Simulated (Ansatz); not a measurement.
## What DFT gives for Sb

```
Sb
1.0
     2.06452    3.57585    0.00000
    -2.06452    3.57585    0.00000
     0.00000   -2.38390    3.82230
Sb
2
Direct
  0.22764 0.22764 0.68292
  0.77236 0.77236 0.31708
```

Method: r2SCAN, no spin polarisation; PAW, plane waves to 500 eV, 10×10×10 Γ-centred mesh, fermi-dirac occupations (width 0.1 eV) (Ansatz 0.2.0), atoms fixed.

Question: Which atom feels the largest force, and which way?

Answer: The largest is on Sb1 (and as large on other atoms): 1.38 eV/Å, components (0.00, 0.00, 1.38). It makes 120° with the line to a nearest neighbour, Sb2 at 2.76 Å.

Question: What do density and ELF say about some of the short contacts?

Answer: Sb–Sb at 2.76 Å: least valence density 0.44 e/Å³ and ELF 0.69 there. These are pseudo-fields; inside the PAW spheres they differ from the all-electron ones.

Question: Metal or insulator?

Answer: It is a metal, with about 0.071 states/eV a cell as the mean within 0.25 eV of the Fermi level, mostly Sb p (69 %) and Sb s (26 %).

Question: What does the stress say?

Answer: The pressure is 10.2 GPa (compression positive), so with the atoms held at these fractions the cell would first expand; the forces are large, so a full relaxation may end otherwise. The principal stresses 8.0, 11.2, 11.2 GPa differ, so its shape would change too.

Origin: a known structure type with other elements, at an estimated volume, so it need not be a known compound.
